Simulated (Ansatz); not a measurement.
A relaxed structure of Cr is spoiled in several ways and relaxed again each time (squeezed and stretched starts keep its symmetry, which their runs cannot lower; pressure is positive under compression). Calculation: PBE (plane waves to 420 eV, PAW, scalar-relativistic; Ansatz, a first-principles code).

Space group Im-3m (No. 229); a = b = c = 2.8480 Å, α = β = γ = 90.00°

```json
[
 {"atom": "Cr", "site": "2a", "symmetry": "m-3m", "x": "0.0000", "y": "0.0000", "z": "0.0000"}
]
```
(The calculation used a cell of 1 atom; values per cell refer to that cell.)

Problem. One start gave a first pressure of -43.0 GPa, a largest first force of 0.00 eV/Å and released 1.12 eV/atom. Which change was it?
(A) deformed by the Cartesian strain tensor (xx, yy, zz, yz, xz, xy) = (-0.120, 0.074, 0.033, -0.007, 0.041, -0.046)
(B) stretched uniformly to 150 % of its volume

Solution. B, stretched uniformly to 150 % of its volume. All starts:

```csv
change,first pressure (GPa),largest first force (eV/Å),released (eV/atom),moves,outcome,final group,E − E(parent) (eV/atom)
"deformed by the Cartesian strain tensor (xx, yy, zz, yz, xz, xy) = (-0.120, 0.074, 0.033, -0.007, 0.041, -0.046)",13.5,0.00,0.28,9,returns to the parent,Im-3m,0.00
stretched uniformly to 150 % of its volume,-43.0,0.00,1.12,8,returns to the parent,Im-3m,0.00
```

First-step values come from each run's starting, coarser k-mesh (15×16×17, 14×14×14). Each cell has its own k-point mesh; energy differences are given only to the digits this allows. No spin polarisation in the result. A magnetic state may lie lower.
